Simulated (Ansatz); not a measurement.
Ge:
```
Ge
1.0
   -3.47031     3.47031     3.47031
    3.47031    -3.47031     3.47031
    3.47031     3.47031    -3.47031
Ge
8
Direct
  0.50000   0.00000   0.79608
  0.50000   0.00000   0.20392
  0.70392   0.70392   0.70392
  0.29608   0.29608   0.29608
  0.00000   0.79608   0.50000
  0.00000   0.20392   0.50000
  0.79608   0.50000   0.00000
  0.20392   0.50000   0.00000
```

Relaxed with PBEsol. Special points in fractions of this cell's reciprocal vectors: Γ (0.000, 0.000, 0.000); H (0.500, -0.500, 0.500); N (0.000, 0.000, 0.500); P (0.250, 0.250, 0.250).

List the band energies nearest the Fermi level at these points for PBEsol with spin–orbit coupling in the plane-wave PAW code Ansatz.

In eV from the Fermi level; about four levels below and three above (degenerate sets whole), none deeper than 8.9 eV; points with the same levels are listed once.

```json
[
 {"k": "Γ", "below": "-1.30 -1.30 -1.30 -1.30 -0.78 -0.78", "above": "1.57 1.57 1.65 1.65 1.65 1.65"},
 {"k": "H", "below": "-2.36 -2.36 -1.58 -1.58", "above": "0.31 0.31 0.55 0.55 0.55 0.55"},
 {"k": "N", "below": "-1.09 -1.09 -1.09 -1.09", "above": "0.42 0.42 0.42 0.42"},
 {"k": "P", "below": "-2.76 -2.76 -2.76 -2.76 -2.76 -2.76 -2.67 -2.67", "above": "2.14 2.14 2.25 2.25 2.25 2.25 2.25 2.25"}
]
```

Space group Ia-3. The workflow started from a Materials Project entry (that database holds measured and hypothetical structures alike); the Crystallography Open Database copy checked does not list it. It is not the phase usual at ambient conditions (space group No. 227). The cell was relaxed with PBEsol under the symmetry of its start; of distortions, only those at the zone centre were tested.

Potentials: the later of the program's two PAW sets.
